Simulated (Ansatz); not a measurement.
Pressure against volume: BiPt

```
CELL_PARAMETERS angstrom
4.31500 0.00000 0.00000
-2.15750 3.73690 0.00000
0.00000 0.00000 5.49000
ATOMIC_POSITIONS crystal
Bi 0.33333 0.66667 0.25000
Bi 0.66667 0.33333 0.75000
Pt 0.00000 0.00000 0.00000
Pt 0.00000 0.00000 0.50000
```

The cell is COD entry 9008911, as deposited and not checked against the literature; nothing was relaxed.

Spin–orbit coupling is left out, though it moves levels of the heavy atoms by tenths of an eV or more.

Levels of theory: DFT, LDA, all-electron LAPW, scalar-relativistic (Ansatz 0.2.0); DFT, LDA, PAW with Ansatz's default frozen-core files, scalar-relativistic (Ansatz 0.2.0).

For LAPW: a Γ-centred 9×9×6 k mesh, Fermi–Dirac smearing of 0.05 eV, basis error target 0.5 meV/atom, no spin polarisation. PAW takes a cutoff of 420 eV at this cell (files made with PBE, cores remade for this functional). The Ansatz runs share mesh, smearing and spin set-up. Plane-wave (PAW) pressures include the program's estimate of the Pulay term.

The cell above is scaled evenly, with fractional coordinates and shape held.

```
V/V(cell)  V (Å³/atom)  P, LAPW (GPa)  P, PAW (GPa)
   0.9400       20.803           9.26          9.25
   0.9600       21.246           5.73          5.71
   0.9800       21.689           2.59          2.57
   0.9900       21.910           1.16          1.14
   1.0000       22.131          -0.19         -0.21
   1.0100       22.352              ?             ?
   1.0200       22.574          -2.66         -2.68
   1.0400       23.016          -4.84         -4.86
   1.0600       23.459          -6.78         -6.80
```

(1) Fill in the row V/V(cell) = 1.0100.

(2) What do Birch–Murnaghan fits to the pressures give?

## Answers

(1) P, LAPW (GPa) = -1.46, P, PAW (GPa) = -1.48.

(2) LAPW: V0 = 22.10 Å³/atom, B0 = 132 GPa, B0′ = 5.0; PAW: V0 = 22.10 Å³/atom, B0 = 132 GPa, B0′ = 5.0.
